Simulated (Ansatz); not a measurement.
## InP (zinc blende): scan of one atom of the cell

Relaxed InP (zinc blende):

```yaml
crystal:
  lattice:
    - [0.00000, 2.97977, 2.97977]
    - [2.97977, 0.00000, 2.97977]
    - [2.97977, 2.97977, 0.00000]
  atoms:
    - { symbol: P, position: [0.75000, 0.75000, 0.75000] }
    - { symbol: In, position: [0.00000, 0.00000, 0.00000] }
```

Scan: atom 2 (In, nearest neighbour P at 2.581 Å; its periodic images, 4.2 Å or more away, move with it) is displaced along Cartesian z, direction (0.000, 0.000, 1.000) in Cartesian axes, by s. The other atoms stay.

Computed with PBE (plane waves to 420 eV, PAW, scalar-relativistic; Ansatz, an electronic-structure program). k mesh 8×8×8 (Γ-centred), Fermi-Dirac smearing 0.05 eV. Energies are smeared free energies. Stress and pressure are positive under compression. F∥ is the force on the atom along that direction. InP was relaxed with its symmetry unable to fall. ΔE is measured from the undisplaced structure.

```json
[
 {"s (Å)": "-0.520", "ΔE (meV/cell)": "885", "F∥ (eV/Å)": "3.064", "P (GPa)": "5.4"},
 {"s (Å)": "-0.416", "ΔE (meV/cell)": "587", "F∥ (eV/Å)": "2.639", "P (GPa)": "3.6"},
 {"s (Å)": "-0.312", "ΔE (meV/cell)": "340", "F∥ (eV/Å)": "2.098", "P (GPa)": "2.1"},
 {"s (Å)": "-0.208", "ΔE (meV/cell)": "154", "F∥ (eV/Å)": "1.457", "P (GPa)": "0.9"},
 {"s (Å)": "-0.104", "ΔE (meV/cell)": "39", "F∥ (eV/Å)": "0.747", "P (GPa)": "0.2"},
 {"s (Å)": "0.000", "ΔE (meV/cell)": "0", "F∥ (eV/Å)": "0.000", "P (GPa)": "0.0"},
 {"s (Å)": "0.104", "ΔE (meV/cell)": "39", "F∥ (eV/Å)": "-0.747", "P (GPa)": "0.2"},
 {"s (Å)": "0.208", "ΔE (meV/cell)": "154", "F∥ (eV/Å)": "-1.457", "P (GPa)": "0.9"},
 {"s (Å)": "0.312", "ΔE (meV/cell)": "340", "F∥ (eV/Å)": "-2.098", "P (GPa)": "2.1"},
 {"s (Å)": "0.416", "ΔE (meV/cell)": "587", "F∥ (eV/Å)": "-2.639", "P (GPa)": "3.6"},
 {"s (Å)": "0.520", "ΔE (meV/cell)": "885", "F∥ (eV/Å)": "-3.064", "P (GPa)": "5.4"}
]
```

Summary:

| Property | Result |
|---|---|
| Energy at s = 0.520 Å | 885 meV/cell |
| Force along the line at s = -0.520 Å | 3.06 eV/Å |
| Symmetry of the curve | even: the same for both signs |
| Shape of the curve | a single well with its minimum at or next to zero displacement |
| Force constant k = d²E/ds² at s = 0 (finite differences) | 7.24 eV/Å² |
| Harmonic estimate at the end of the scan | ½ks² = 979 meV/cell against the computed 885 meV/cell, so the well is softer than harmonic there |
| Zone-centre optical wavenumber from k (transverse: no LO-TO term) | 284 cm⁻¹ |

(For displaced atoms, the force is minus the slope of the energy, and its curvature is a force constant, which sets phonon frequencies.)
